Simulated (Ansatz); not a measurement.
**Y under strain**

These are results of DFT PBEsol, scalar-relativistic, plane waves, PAW (Ansatz), not measurements. Run with 420 eV cutoff, 18×18×10 k-mesh, Gaussian smearing of 0.10 eV, no spin polarisation.

Reference structure (relaxed):

```yaml
crystal:
  lattice:
    - [3.59752, 0.00000, 0.00000]
    - [-1.79876, 3.11554, 0.00000]
    - [0.00000, 0.00000, 5.58576]
  atoms:
    - { symbol: Y, position: [0.33333, 0.66667, 0.25000] }
    - { symbol: Y, position: [0.66667, 0.33333, 0.75000] }
```

Deformation: shear that moves c along a by the strain times its height over the a-b plane, the cell held and the atoms relaxed, all within the symmetry that the strain leaves. Energies are extrapolated to zero smearing. Stress is positive in compression, on the Cartesian axes of the cell above.

Strains computed: +1.0, +2.0, +3.0, +4.0, +6.0 %.

(1) At which strain does the energy stand 2.4 meV/atom over the relaxed crystal with σxx = -0.01, σyy = 0.01, σzz = 0.08, σyz = 0.00, σxz = -0.79, σxy = 0.00 GPa?

## Answers

(1) +3.0 %.